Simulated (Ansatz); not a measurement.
HfO₂:
```
CELL_PARAMETERS angstrom
      3.53744     0.00000     0.00000
      0.00000     3.53744     0.00000
      0.00000     0.00000     5.10350
ATOMIC_POSITIONS crystal
  Hf 0.50000 0.50000 0.50000
  Hf 0.00000 0.00000 0.00000
  O  0.00000 0.50000 0.70359
  O  0.00000 0.50000 0.20359
  O  0.50000 0.00000 0.79641
  O  0.50000 0.00000 0.29641
```

Relaxed with LDA.

### Question
Give the optical modes at the zone centre with their infrared and Raman activity from DFPT, plane-wave PAW LDA (Ansatz code).

### Answer
Transverse frequencies, without the LO–TO term; a row sums one degenerate level.

```csv
ω (cm⁻¹),degeneracy,IR ((D/Å)²/amu),Raman (Å⁴/amu),activity,symmetry
102,2,41.12,0,IR,Eu
105,2,0.00,0.78,Raman,Eg
233,1,0.00,5.5,Raman,B1g
293,1,0.00,67,Raman,A1g
323,1,41.15,0,IR,A2u
460,2,0.00,19,Raman,Eg
465,2,68.83,0,IR,Eu
606,1,0.00,17,Raman,B1g
670,1,0.00,0,silent,B2u
676,2,0.00,56,Raman,Eg
```

### Question
How high does the top mode go among those that the LO–TO term moves?

### Answer
711 cm⁻¹ for q along x, 711 cm⁻¹ for q along y, 620 cm⁻¹ for q along z.

Space group P4_2/nmc. This is a known high-temperature phase of the composition, computed here at zero pressure and temperature. The cell was relaxed with LDA under the symmetry of its start; phonons on a q-mesh show no instability. No spin polarisation was allowed. Scalar-relativistic: spin–orbit coupling is off unless named, which matters more the heavier the elements.

Potentials: the earlier of the program's two PAW sets.
